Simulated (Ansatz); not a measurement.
Cells of S relaxed with r2SCAN (plane waves to 500 eV, PAW, scalar-relativistic; Ansatz, a quantum-chemistry and plane-wave program), each with a space-group label. One label is wrong.

**A**, labelled Fm-3m (No. 225)
```xyz
1
Lattice="0.0000 2.0010 2.0010 2.0010 0.0000 2.0010 2.0010 2.0010 0.0000" Properties=species:S:1:pos:R:3 pbc="T T T"
S      0.0000     0.0000     0.0000
```

**B**, labelled P4/mmm (No. 123)
```
CELL_PARAMETERS angstrom
      2.35410     0.00000     0.00000
      0.00000     2.35410     0.00000
      0.00000     0.00000     3.77624
ATOMIC_POSITIONS crystal
  S  0.00000 0.00000 0.00000
```

**C**, labelled P6₃/mmc (No. 194)
```xyz
4
Lattice="3.9724 0.0000 0.0000 -1.9862 3.4402 0.0000 0.0000 0.0000 6.9204" Properties=species:S:1:pos:R:3 pbc="T T T"
S      0.0000     0.0000     1.7301
S      0.0000     0.0000     5.1903
S      0.0000     2.2935     1.7301
S      1.9862     1.1467     5.1903
```

**D**, labelled P-1 (No. 2)
```yaml
crystal:
  lattice:
    - [0.00000, 2.87930, 2.87930]
    - [2.87930, 0.00000, 2.87930]
    - [2.87930, 2.87930, 0.00000]
  atoms:
    - { symbol: S, position: [0.00000, 0.00000, 0.00000] }
    - { symbol: S, position: [0.25000, 0.25000, 0.25000] }
```

Q: Which label is wrong, and what should it be (tolerance 0.01 Å)?

A: D: its symmetry is Fd-3m, origin choice 1 (No. 227), cF8, diamond type; a = 5.759 Å, b = 5.759 Å, c = 5.759 Å, α = 90.00°, β = 90.00°, γ = 90.00°.

Each run could gain symmetry but not lose that of its start, so entries can be saddle points. The element's ambient structure is not among those calculated here. All of these are generated cells (placed on structure types, drawn at random, substituted or restacked) that were not matched to a known phase here.

No spin polarisation in the result.
